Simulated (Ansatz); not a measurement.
All numbers below come from DFT, BLYP, plane waves (420 eV) with PAW, scalar-relativistic in Ansatz 0.2.0. The PAW files were generated under PBE, with cores re-solved for the functional.

An element in the fcc structure gives this curve. The cell is scaled uniformly from the relaxed one, with fractional coordinates and shape fixed. Energies are extrapolated to zero smearing, pressures are those at the given smearing. Magnetic state: spin not included.

| V (Å³/atom) | E − E₀ (meV/atom) | P (GPa) |
| --- | --- | --- |
| 13.187 | 285.8 | 58.44 |
| 13.786 | 115.2 | 34.19 |
| 14.385 | 25.6 | 15.00 |
| 14.985 | 0.0 | -0.19 |
| 15.584 | 25.0 | -12.17 |
| 16.184 | 89.9 | -21.59 |
| 16.783 | 186.1 | -28.95 |

Task: Which element is it?
A. vanadium
B. platinum
C. rhenium
D. osmium

Result: D. Its fit is V₀ = 14.97 Å³/atom, B₀ = 338 GPa, B₀′ = 4.9.
